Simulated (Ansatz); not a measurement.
Calculation for MgZr2: DFT, PBEsol, all-electron LAPW, scalar-relativistic (Ansatz 0.2.0). This run: ground state by LAPW.

The cell is Materials Project entry mp-1061732, used as a structure alone.

Command: `ansatz run input.yaml --threads 1 --pin off --max-ram 2560MiB --backend cpu --events-out ev --progress --plain --runs-dir out` It took 42 s on 1 thread of Intel(R) Xeon(R) Platinum 8259CL CPU @ 2.50GHz (Skylake/Cascade Lake) (shared host), peak memory 0.51 GiB.

```yaml
crystal:
  lattice:
    - [1.6165239216, 0.9333005213, 7.7765134945]
    - [-1.6165239216, 0.9333005213, 7.7765134945]
    - [0.0, -1.8666010426, 7.7765134945]
  atoms:
    - { symbol: Mg, position: [0.0, 0.0, 0.0] }
    - { symbol: Zr, position: [0.21942677, 0.21942677, 0.21942677] }
    - { symbol: Zr, position: [0.78057323, 0.78057323, 0.78057323] }
kpoints:
  mp_grid: { grid: [9, 9, 9] }
scf:
  occupations: { method: fermi_dirac, width: 0.0816 }
hamiltonian:
  xc: pbesol
  pseudopotentials: { kind: all_electron, lapw: { basis_error: 0.001 } }
output:
  forces: true
  stress: true
  eigenvalues: true
```

Output:

```
LAPW: plane waves up to 6.923 Å⁻¹, error target 1.0e-3 eV per atom; small_component_spin mean_spin; Mg in spheres of 1.545 Å, 10 of its electrons in bands, Dirac shells []; Zr in spheres of 1.545 Å, 22 of its electrons in bands, Dirac shells [] (how accurate: hamiltonian.pseudopotentials.lapw.basis_error, Limitations)
Engine: ansatz 0.2.0
Pseudopotentials: kind: all_electron
Pseudopotential: Mg, LAPW, valence charge 10, lapw/all_electron/scalar/gaussian/Mg, Koelling and Harmon's equation, gaussian nucleus
Pseudopotential: Zr, LAPW, valence charge 22, lapw/all_electron/scalar/gaussian/Zr, Koelling and Harmon's equation, gaussian nucleus
Functional definition: PBEsol
  exchange = pbesol_x
  correlation = pbesol_c
Crystal: 3 atoms, lattice volume = 70.395 Å³
Basis set: ecut = 182.58219607270755 eV, 407 PW (Γ), FFT grids on a1−a3, a2−a3, a3, exchange–correlation at level 2
Bands: 33, of which v1, the nominal top of the filled ones, is band 27 counted from 1 (26 counted from 0)
Symmetry: 12 space group operations
Space group: R-3m (ITA 166), of the structure as read, at distance tolerance 4.1e-5 Å
k-points: 85 of 729
Non-local potential: Mg, projectors of the file, none
Non-local potential: Zr, projectors of the file, none
Initial density: superposition of atomic densities (chi_scale 0.1, normalization cell, long waves kept (reshape's long-wave potential 0.01 eV rms))
Initial wavefunctions: plane waves of lowest kinetic energy (no species holds an atomic orbital)
Functional: x = pbesol(κ = 0.804, μ = 0.12345679012345678), c = pbesol(β = 0.046)
iter 1 solved again at ethr=1.09e-2 eV; its pass at ethr=1.00e-1 eV (dr2=5.90e0 eV) is discarded
SCF iter   1: F=—  HF=-201184.373734 eV  |F-HF|=—  |Δ(HF+E_count)|=         —  Δρ=2.95e-2  dr2=5.91e0  ethr=1.09e-2  ⟨swp⟩=2.0  Hψ=18450  notcnv=0
preconditioner: auto → Kerker (q_TF=auto, 2.610 Å⁻¹)  [metal: Δε(μ)=0.042 eV  Ē_g=3.809 eV  σ=0.082 eV  W_gap=0.13  n_scr=24 (ndim 8)  ℏωp=14.0 eV  f_vac=0.000  D(μ)=2.91/eV (n_scr^D=30)]
SCF iter   2: F=—  HF=-201183.899905 eV  |F-HF|=—  |Δ(HF+E_count)|=   4.74e-1  Δρ=2.15e-2  dr2=3.50e0  ethr=1.09e-2  ⟨swp⟩=2.0  Hψ=7792  notcnv=0
iter 3 solved again at ethr=9.02e-5 eV; its pass at ethr=6.49e-3 eV (dr2=4.87e-2 eV) is discarded
SCF iter   3: F=—  HF=-201183.413700 eV  |F-HF|=—  |Δ(HF+E_count)|=   4.86e-1  Δρ=4.23e-3  dr2=4.80e-2  ethr=9.02e-5  ⟨swp⟩=2.1  Hψ=14114  notcnv=0
SCF iter   4: F=—  HF=-201183.390664 eV  |F-HF|=—  |Δ(HF+E_count)|=         —  Δρ=2.89e-3  dr2=6.23e-2  ethr=8.89e-5  ⟨swp⟩=2.2  Hψ=8692  notcnv=0
the basis was enlarged: its passes take 524.2 KiB over the memory plan, 1 of 1 planned eigensolver slots
SCF iter   5: F=—  HF=-201183.376837 eV  |F-HF|=—  |Δ(HF+E_count)|=   1.38e-2  Δρ=7.29e-4  dr2=6.20e-4  ethr=8.89e-5  ⟨swp⟩=2.2  Hψ=8632  notcnv=0
SCF iter   6: F=—  HF=-201183.376713 eV  |F-HF|=—  |Δ(HF+E_count)|=   1.24e-4  Δρ=4.00e-4  dr2=2.15e-4  ethr=1.15e-6  ⟨swp⟩=2.3  Hψ=8657  notcnv=0
SCF iter   7: F=—  HF=-201183.376676 eV  |F-HF|=—  |Δ(HF+E_count)|=   3.64e-5  Δρ=7.08e-5  dr2=1.14e-5  ethr=3.99e-7  ⟨swp⟩=2.0  Hψ=8626  notcnv=0
SCF iter   8: F=—  HF=-201183.376672 eV  |F-HF|=—  |Δ(HF+E_count)|=   4.09e-6  Δρ=3.49e-5  dr2=1.19e-6  ethr=2.11e-8  ⟨swp⟩=2.0  Hψ=8622  notcnv=0
SCF iter   9: F=—  HF=-201183.376672 eV  |F-HF|=—  |Δ(HF+E_count)|=   1.18e-7  Δρ=1.51e-5  dr2=2.38e-7  ethr=2.21e-9  ⟨swp⟩=2.0  Hψ=8622  notcnv=0
SCF iter  10: F=-201183.376672 eV  HF=-201183.376672 eV  |F-HF|=5.73e-9  |Δ(HF+E_count)|=   1.48e-9  Δρ=3.22e-6  dr2=1.43e-8  ethr=4.42e-10  ⟨swp⟩=2.0  Hψ=8622  notcnv=0
SCF 1 converged in 10 iterations: F = -201183.376672 eV  dr2 = 1.43e-8
SCF converged after 10 iterations
Free energy (F): -201183.376672 eV
Harris-Foulkes:  -201183.376672 eV  (|F-HF|=5.73e-9)
Internal energy: -201183.326280 eV  (E = F + TS)
E sigma→0 (E₀):  -201183.351476 eV
Entropy (-TS):   -0.050392 eV (-16.797 meV/atom)
Fermi energy:    11.944544 eV
--- Per-component energies (eV) ---
  E_band       = -3667.819412
  E_kinetic    = 207610.147549
  E_xc         = -6544.342637
  E_electrostatic = -402249.131192  (all electrons and nuclei)
  E_smearing   = -0.050392  (= −TS)
  E_closure    = 0.000000  (closes the sum)
  E_atoms      = -201166.099375  (free atoms, spherical and without spin; not in F)
  Σ components = -201183.376672   (vs F -201183.376672, Δ=0.00e0)
  Basis errors (estimates in eV, not in F): energy 1.5e-4 per atom: plane waves 1.1e-4 (5.6e-5 summed), levels above the bands 3.4e-22, relativity 1.2e-8, radial functions 3.7e-5, core shells 1.4e-6; eigenvalues (radial functions only) 1.3e-6; not estimated: angular momenta, meshes, grids; target (lapw.basis_error) 1.0e-3; muffin-tin radii Mg 1.545 Å, Zr 1.545 Å
--- Forces (eV/Å), atoms counted from 1 ---
  atom   1  Mg     0.00000000     0.00000000    -0.00000000
  atom   2  Zr     0.00000000    -0.00000000    -0.18200101
  atom   3  Zr    -0.00000000     0.00000000     0.18200101
  max |Σ_I F_I| component: 2.78e-17 eV/Å
--- Stress (GPa, compression-positive) ---
       -2.743257      -0.000000       0.000000
       -0.000000      -2.743257      -0.000000
        0.000000       0.000000      -2.363415
  P = ⅓ Tr σ = -2.6166 GPa (-26.166 kbar)
--- Band table (eV; the first three rows and the last of 85) ---
  k-point 0: bands = ["-156.8566", "-156.8566", "-156.8529", "-156.8529", "-156.8529", "-156.8529", "-156.8252", "-156.8252", "-156.8252", "-156.8252", "-63.1998", "-36.8373", "-36.7297", "-30.1552", "-30.1552", "-30.1149", "-15.2513", "-14.6277", "-14.4984", "-14.4984", "-14.3983", "-14.3983", "5.9007", "8.4352", "8.6607", "11.0744", "12.8062", "12.8062", "12.8748", "13.0489", "13.0489", "14.8783", "14.8783"]
  k-point 1: bands = ["-156.8566", "-156.8566", "-156.8529", "-156.8529", "-156.8529", "-156.8529", "-156.8252", "-156.8252", "-156.8252", "-156.8252", "-63.1996", "-36.8247", "-36.7228", "-30.1577", "-30.1558", "-30.1146", "-15.2290", "-14.6776", "-14.5352", "-14.5225", "-14.4752", "-14.4119", "6.1869", "8.6854", "8.9504", "11.0611", "12.4261", "12.6735", "12.8877", "13.0843", "13.2739", "14.6420", "14.7562"]
  k-point 2: bands = ["-156.8566", "-156.8566", "-156.8529", "-156.8529", "-156.8529", "-156.8529", "-156.8252", "-156.8252", "-156.8252", "-156.8252", "-63.1991", "-36.7918", "-36.7061", "-30.1641", "-30.1574", "-30.1138", "-15.1776", "-14.8543", "-14.6613", "-14.5811", "-14.5725", "-14.4479", "6.9828", "9.2682", "9.5537", "10.9193", "11.8414", "12.3824", "12.6705", "13.4647", "13.9938", "14.2876", "14.8895"]
  k-point 84: bands = ["-156.8566", "-156.8566", "-156.8529", "-156.8529", "-156.8529", "-156.8529", "-156.8252", "-156.8252", "-156.8252", "-156.8252", "-63.1996", "-36.8247", "-36.7228", "-30.1577", "-30.1558", "-30.1146", "-15.2274", "-14.6791", "-14.5356", "-14.5224", "-14.4751", "-14.4119", "6.6687", "7.3428", "9.5541", "11.6560", "12.5920", "12.6456", "12.7986", "13.0867", "13.2862", "14.3908", "14.7436"]
```

Next run (atom 2 (Zr) replaced by Nb), as changes to the input before:

```diff
-    - { symbol: Zr, position: [0.21942677, 0.21942677, 0.21942677] }
+    - { symbol: Nb, position: [0.21942677, 0.21942677, 0.21942677] }
```

Command: `ansatz run input.yaml --threads 1 --pin off --max-ram 2560MiB --backend cpu --events-out ev --progress --plain --runs-dir out` It took 90 s on 1 thread of Intel(R) Xeon(R) Platinum 8259CL CPU @ 2.50GHz (Skylake/Cascade Lake) (shared host), peak memory 0.51 GiB.

Results part of the output:

```
SCF 1 converged in 14 iterations: F = -207199.358102 eV  dr2 = 1.37e-9
SCF converged after 14 iterations
Free energy (F): -207199.358102 eV
Harris-Foulkes:  -207199.358102 eV  (|F-HF|=1.28e-9)
Internal energy: -207199.263340 eV  (E = F + TS)
E sigma→0 (E₀):  -207199.310721 eV
Entropy (-TS):   -0.094762 eV (-31.587 meV/atom)
Fermi energy:    11.773217 eV
--- Per-component energies (eV) ---
  E_band       = -3952.152346
  E_kinetic    = 213988.249057
  E_xc         = -6668.511928
  E_electrostatic = -414519.000469  (all electrons and nuclei)
  E_smearing   = -0.094762  (= −TS)
  E_closure    = 0.000000  (closes the sum)
  E_atoms      = -207180.019572  (free atoms, spherical and without spin; not in F)
  Σ components = -207199.358102   (vs F -207199.358102, Δ=0.00e0)
  Basis errors (estimates in eV, not in F): energy 1.5e-4 per atom: plane waves 1.2e-4 (6.1e-5 summed), levels above the bands 2.5e-19, relativity 1.3e-8, radial functions 3.6e-5, core shells 1.6e-6; eigenvalues (radial functions only) 1.1e-6; not estimated: angular momenta, meshes, grids; target (lapw.basis_error) 1.0e-3; muffin-tin radii Mg 1.554 Å, Zr 1.536 Å, Nb 1.554 Å
--- Forces (eV/Å), atoms counted from 1 ---
  atom   1  Mg     0.00000000    -0.00000000    -0.43188809
  atom   2  Nb     0.00000000    -0.00000000    -0.17075912
  atom   3  Zr    -0.00000000     0.00000000     0.60265138
  max |Σ_I F_I| component: 4.17e-6 eV/Å
--- Stress (GPa, compression-positive) ---
      -11.349294      -0.000000       0.000000
       -0.000000     -11.349294      -0.000000
        0.000000       0.000000      -7.755890
  P = ⅓ Tr σ = -10.1515 GPa (-101.515 kbar)
--- Band table (eV; the first three rows and the last of 85) ---
  k-point 0: bands = ["-181.4113", "-181.4113", "-181.4071", "-181.3748", "-181.3748", "-157.1496", "-157.1469", "-157.1469", "-157.1290", "-157.1290", "-63.4371", "-43.2675", "-37.0604", "-30.3930", "-30.3930", "-30.3494", "-19.4178", "-19.0394", "-19.0394", "-15.1673", "-14.7280", "-14.7280", "5.6920", "8.1507", "8.3750", "10.6932", "11.9934", "11.9934", "12.2995", "12.5359", "12.5359", "13.9229", "13.9229"]
  k-point 1: bands = ["-181.4113", "-181.4113", "-181.4071", "-181.3748", "-181.3748", "-157.1496", "-157.1469", "-157.1469", "-157.1290", "-157.1290", "-63.4369", "-43.2621", "-37.0507", "-30.3955", "-30.3936", "-30.3491", "-19.4103", "-19.0892", "-19.0511", "-15.1561", "-14.8096", "-14.7466", "5.9743", "8.3869", "8.6559", "10.6621", "11.7341", "12.0699", "12.2398", "12.4225", "12.6956", "13.7999", "13.9207"]
  k-point 2: bands = ["-181.4113", "-181.4113", "-181.4071", "-181.3748", "-181.3748", "-157.1496", "-157.1469", "-157.1469", "-157.1290", "-157.1290", "-63.4364", "-43.2483", "-37.0261", "-30.4018", "-30.3952", "-30.3483", "-19.3912", "-19.2136", "-19.0806", "-15.1280", "-15.0115", "-14.7935", "6.7632", "8.9414", "9.2464", "10.4805", "11.3078", "11.8084", "12.2177", "12.6724", "13.0781", "13.6578", "14.3191"]
  k-point 84: bands = ["-181.4113", "-181.4113", "-181.4071", "-181.3748", "-181.3748", "-157.1496", "-157.1469", "-157.1469", "-157.1290", "-157.1290", "-63.4369", "-43.2621", "-37.0507", "-30.3955", "-30.3936", "-30.3491", "-19.4102", "-19.0892", "-19.0511", "-15.1563", "-14.8095", "-14.7466", "6.4767", "7.0400", "9.2156", "11.2797", "11.8495", "12.0673", "12.2423", "12.3614", "12.7054", "13.6187", "13.9095"]
```
